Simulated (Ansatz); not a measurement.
AgW:
```xyz
2
Lattice="0.0000 2.6333 2.6333 2.6333 0.0000 2.6333 2.6333 2.6333 0.0000" Properties=species:S:1:pos:R:3 pbc="T T T"
Ag     0.0000     0.0000     0.0000
W      2.6333     2.6333     2.6333
```

Relaxed with PBEsol. Special points in fractions of this cell's reciprocal vectors: Γ (0.000, 0.000, 0.000); X (0.500, 0.000, 0.500); U (0.625, 0.250, 0.625); K (0.375, 0.375, 0.750); L (0.500, 0.500, 0.500); W (0.500, 0.250, 0.750).

Question: List the band energies nearest the Fermi level at these points for PBEsol in the plane-wave PAW code Ansatz.

Answer: In eV from the Fermi level; about four levels below and three above (degenerate sets whole), none deeper than 8.9 eV; points with the same levels are listed once.

| k | below | above |
|---|---|---|
| Γ | -6.58 -6.58 -6.01 -6.01 -6.01 | 0.67 0.67 0.67 |
| X | -4.74 -4.74 -4.33 -1.12 | 0.15 1.22 1.22 |
| U | -4.87 -3.86 -1.24 -0.95 | 0.19 0.94 1.70 |
| L | -4.53 -1.89 -1.56 -1.56 | 0.71 0.71 1.64 |
| W | -3.44 -1.34 -0.86 -0.86 | 1.21 2.92 2.92 |

Space group Fm-3m (rock salt). The start of the workflow was typed in or built on a structure type; neither database checked (COD, Materials Project) lists it. Whether it is the stable phase at ambient conditions was not checked. The cell was relaxed with PBEsol under the symmetry of its start. At this level the phase is mechanically unstable. The run is not spin-polarised. Its formation energy is positive at this level, so the cell may be metastable or incomplete. Spin–orbit coupling is left out wherever it is not named.

Potentials: the earlier of the program's two PAW sets. The files were generated under PBE; for other functionals the program regenerates the frozen cores, and for LDA and PBEsol the local potential too.
